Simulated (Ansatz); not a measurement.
MgRh under pressure

Method: DFT LDA, scalar-relativistic, plane waves, PAW in Ansatz. Settings: 420 eV plane-wave cutoff, Γ-centred 14×14×14 mesh, Fermi-Dirac smearing of 0.15 eV. No spin polarisation. Phonons by linear response, acoustic sum rule imposed.

Equilibrium structure at this level:
```cif
data_structure
_symmetry_space_group_name_H-M 'Pm-3m'
_symmetry_Int_Tables_number 221
_cell_length_a 3.0497
_cell_length_b 3.0497
_cell_length_c 3.0497
_cell_angle_alpha 90.000
_cell_angle_beta 90.000
_cell_angle_gamma 90.000
_cell_volume 28.36
loop_
_atom_site_label
_atom_site_type_symbol
_atom_site_symmetry_multiplicity
_atom_site_Wyckoff_symbol
_atom_site_fract_x
_atom_site_fract_y
_atom_site_fract_z
_atom_site_occupancy
Mg1 Mg 1 a 0.00000 0.00000 0.00000 1
Rh1 Rh 1 b 0.50000 0.50000 0.50000 1
```

In a metal, frequencies and elastic constants depend on the k mesh and the smearing, soft modes and shear constants most.

Question: The cell is relaxed again at 8 and 25 GPa. How do volume, gap and optical modes at Γ (cm⁻¹, counted from the lowest optical one; a degenerate one stands once) change?

Answer:
```csv
,0 GPa,8 GPa,25 GPa
V/V0,1.000,0.950,0.875
gap (eV),0.00,0.00,0.00
mode 1,293,319,362
```